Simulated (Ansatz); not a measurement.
One stationary structure of Cr3Ge. Space group Pm-3n (No. 223), A15 (Cr3Si type). These are r2SCAN (plane waves to 500 eV, PAW, scalar-relativistic; Ansatz, a program for electronic structure) values and carry that method's errors.

```cif
data_Cr6Ge2
_chemical_formula_sum 'Cr6 Ge2'
_space_group_name_H-M_alt 'Pm-3n'
_space_group_IT_number 223
_space_group_name_Hall '-P 4n 2 3'
_cell_length_a 4.54649
_cell_length_b 4.54649
_cell_length_c 4.54649
_cell_angle_alpha 90.000
_cell_angle_beta 90.000
_cell_angle_gamma 90.000
loop_
_atom_site_label
_atom_site_type_symbol
_atom_site_symmetry_multiplicity
_atom_site_Wyckoff_symbol
_atom_site_fract_x
_atom_site_fract_y
_atom_site_fract_z
_atom_site_occupancy
Cr1 Cr 6 c 0.00000 0.50000 0.25000 1
Ge1 Ge 2 a 0.00000 0.00000 0.00000 1
```

**Question.** Estimate the magnetic moment that r2SCAN returns for this input.

**Answer.** Zero (the starting moments vanished).

No spin polarisation in the result: the starting moments vanished. A magnetic state may lie lower.

The run could not lose the symmetry of its start.

All atoms sit on sites fixed by symmetry, so only the cell could relax.

The first start was generated by placing the elements on the sites of a structure type. Materials Project lists a structure of Cr3Ge in the same space group, Pm-3n (No. 223); the sites were not compared with it, nor with measured phases.
